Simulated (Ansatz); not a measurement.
## Notes on KLaPdO$_{3}$

```xyz
12
Lattice="-0.0019 4.1053 -0.0047 6.9423 -2.0558 0.0253 2.0511 0.0075 -7.2428" Properties=species:S:1:pos:R:3 pbc="T T T"
La    4.0104    2.0596   -6.6327
La    4.9997   -0.0247   -0.5845
Pd    0.4931    4.0192   -1.6785
Pd    8.5212   -2.0316   -5.5858
K     6.1490   -0.0683   -3.9851
K     2.8809    1.8630   -3.2101
O     6.4069    2.0005   -6.2693
O     2.6923   -0.0495   -0.9607
O     8.5056    0.0270   -5.7524
O     0.4583    2.1434   -1.5338
O     3.4799   -0.0180   -5.1463
O     5.4805    2.0296   -2.0124
```

Method: r2SCAN, no spin polarisation; PAW, plane waves to 500 eV, 5×3×3 Γ-centred mesh, methfessel-paxton occupations (width 0.0405 eV) (Ansatz 0.2.0), atoms fixed.

Metal or insulator? Give the gap.

The gap on the k mesh is 0.68 eV; the mesh may miss the band edges, so the true gap of this level can be smaller.

Where is the largest force?

The largest is on Pd3: 3.09 eV/Å, components (1.09, 2.87, 0.38). It makes 157° with the line to a nearest neighbour, O10 at 1.88 Å, pointing away from it.

What is the formation energy?

-2.10 eV an atom against the elements' usual phases (free molecules for gases, crystals otherwise, with no correction for O₂ or N₂), so it is bound against them; other compounds may still compete. Relaxing would lower it.

What does the stress say?

The pressure is -5.8 GPa (compression positive), so with the atoms held at these fractions the cell would first shrink; the forces are large, so a full relaxation may end otherwise. The principal stresses -7.5, -6.2, -3.7 GPa differ, so its shape would change too.

Origin: a strained cell with displaced atoms, so it need not be a known compound. Caveats: an odd or shifted mesh can miss the band edges, so this level's true gap may be smaller; atoms or cell far from equilibrium; f levels without a U or exact exchange are poorly placed.
